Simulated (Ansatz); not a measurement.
KScS2O8:
```
KScS2O8
1.0
    4.24270     2.64809     0.00000
   -4.24270     2.64809     0.00000
   -0.55672     0.00000     7.90390
K Sc S O
1 1 2 8
Direct
  0.00000   0.00000   0.50000
  0.00000   0.00000   0.00000
  0.36647   0.63353   0.21269
  0.63353   0.36647   0.78731
  0.31269   0.68731   0.38178
  0.68731   0.31269   0.61822
  0.69294   0.76187   0.18646
  0.30706   0.23813   0.81354
  0.76187   0.69294   0.81354
  0.23813   0.30706   0.18646
  0.23534   0.76466   0.07909
  0.76466   0.23534   0.92091
```

Relaxed with r²SCAN. Independent-particle spectrum: no excitons, no local fields, no scissors shift; 0.1 eV broadening; ε₁ of the summed bands alone.

Tabulate the dielectric function from r²SCAN in the plane-wave PAW code Ansatz.



```
E (eV)  ε₁ xx  ε₂ xx  ε₁ yy  ε₂ yy  ε₁ zz  ε₂ zz
------  -----  -----  -----  -----  -----  -----
0.0      2.50   0.00   2.48   0.00   2.52   0.00
0.3      2.51   0.00   2.48   0.00   2.52   0.00
0.6      2.51   0.00   2.49   0.00   2.53   0.00
0.9      2.52   0.00   2.49   0.00   2.53   0.00
1.2      2.53   0.00   2.50   0.00   2.54   0.00
1.5      2.54   0.00   2.52   0.00   2.56   0.00
1.8      2.56   0.00   2.53   0.00   2.57   0.00
2.1      2.58   0.00   2.55   0.00   2.59   0.00
2.4      2.61   0.00   2.58   0.00   2.62   0.00
2.7      2.64   0.00   2.61   0.00   2.64   0.00
3.0      2.68   0.00   2.65   0.00   2.68   0.00
3.3      2.73   0.00   2.69   0.00   2.72   0.00
3.6      2.79   0.00   2.75   0.00   2.77   0.00
3.9      2.87   0.00   2.82   0.00   2.83   0.00
4.2      2.97   0.00   2.91   0.00   2.91   0.00
4.5      3.11   0.00   3.05   0.00   3.02   0.00
4.8      3.33   0.00   3.27   0.00   3.19   0.00
5.1      3.77   0.01   3.85   0.11   3.52   0.04
5.4      5.09   0.85   4.07   1.22   4.04   0.58
5.7      3.56   3.14   2.47   2.26   3.93   1.61
6.0      0.96   2.92   1.77   1.05   1.72   1.45
6.3      1.24   0.75   2.25   0.27   2.17   0.41
6.6      2.09   0.03   2.95   0.02   2.86   0.01
6.9      2.90   0.08   4.21   1.02   3.72   0.13
7.2      3.43   0.57   3.45   1.61   3.90   1.24
7.5      3.08   2.00   2.72   1.99   3.21   2.04
7.8      1.80   1.16   1.87   1.61   2.74   1.57
8.1      2.05   0.52   2.03   0.82   2.03   1.27
8.4      2.77   0.22   2.53   0.25   2.49   0.41
8.7      3.43   0.30   3.71   0.31   3.42   0.21
9.0      4.13   2.16   3.26   2.55   4.35   1.66
9.3      3.18   2.12   2.63   1.51   3.24   2.17
9.6      2.45   2.59   3.06   1.91   2.99   1.99
9.9      2.59   1.49   2.74   2.04   3.88   1.84
10.2     2.71   2.11   2.35   2.25   4.16   3.38
10.5     2.53   2.42   2.37   2.32   2.24   4.48
10.8     1.60   2.72   1.74   2.36   0.62   3.47
11.1     1.59   2.03   1.78   2.01   0.51   2.33
11.4     1.53   2.26   1.61   1.87   0.76   2.02
11.7     1.15   1.71   1.51   1.86   1.04   1.34
12.0     1.56   1.57   1.72   1.77   1.63   1.49
```

From ε at 5.9 eV (xx: 2.29 + 3.50i), find n, k, the normal reflectivity and the absorption coefficient.

n = 1.80, k = 0.973, R = 18 %, α = 2kE/ħc = 580000 cm⁻¹.

With all bands, ε∞ without local fields is 2.68 (xx), 2.65 (yy), 2.69 (zz).

Space group C2/m. The workflow started from a Materials Project entry (that database holds measured and hypothetical structures alike); the Crystallography Open Database copy checked does not list it. Its standing as an ambient phase is unchecked. The cell was relaxed with r²SCAN under the symmetry of its start; its stability against distortions is not shown here. The run is not spin-polarised.

Potentials: the later of the program's two PAW sets.
